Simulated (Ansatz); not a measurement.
TiNCl:
```yaml
crystal:
  lattice:
    - [3.26273, 0.00000, 0.00000]
    - [0.00000, 3.92913, 0.00000]
    - [0.00000, 0.00000, 8.14072]
  atoms:
    - { symbol: Ti, position: [0.50000, 0.00000, 0.09506] }
    - { symbol: Ti, position: [0.00000, 0.50000, 0.90494] }
    - { symbol: N, position: [0.00000, 0.00000, 0.95488] }
    - { symbol: N, position: [0.50000, 0.50000, 0.04512] }
    - { symbol: Cl, position: [0.50000, 0.50000, 0.67970] }
    - { symbol: Cl, position: [0.00000, 0.00000, 0.32030] }
```

Relaxed with r²SCAN. Special points in fractions of this cell's reciprocal vectors: Γ (0.000, 0.000, 0.000); X (0.500, 0.000, 0.000); S (0.500, 0.500, 0.000); Y (0.000, 0.500, 0.000); Z (0.000, 0.000, 0.500); U (0.500, 0.000, 0.500); R (0.500, 0.500, 0.500); T (0.000, 0.500, 0.500).

List the band energies nearest the valence-band maximum at these points for r²SCAN (plane waves, PAW; program Ansatz).

In eV from the valence-band maximum; about four levels below and three above (degenerate sets whole), none deeper than 8.9 eV; points with the same levels are listed once.

| k | below | above |
|---|---|---|
| Γ | -1.93 -1.91 -0.94 0.00 | 0.89 2.02 2.47 |
| X | -1.77 -1.77 -1.31 -1.31 | 2.23 2.23 2.47 2.47 |
| S | -2.35 -2.35 -2.26 -2.26 | 2.21 2.21 2.41 2.41 |
| Y | -2.17 -2.17 -1.74 -1.74 | 1.77 1.77 2.55 2.55 |
| Z | -2.29 -1.83 -1.01 0.00 | 0.89 2.02 2.41 |
| U | -1.76 -1.76 -1.33 -1.33 | 2.20 2.20 2.46 2.46 |
| R | -2.39 -2.39 -2.16 -2.16 | 2.23 2.23 2.38 2.38 |
| T | -1.74 -1.74 -1.71 -1.71 | 1.76 1.76 2.54 2.54 |

Space group Pmmn. The workflow started from a Materials Project entry (that database holds measured and hypothetical structures alike); the Crystallography Open Database files this formula in space group No. 59, but the cells were not matched. Its standing as an ambient phase is unchecked. The r²SCAN relaxation kept the symmetry of its start; its stability against distortions is not shown here. No spin polarisation was allowed. A crystal of weakly bound layers computed without a dispersion correction: the cell and the soft elastic constants depend strongly on that.

Potentials: the later of the program's two PAW sets.
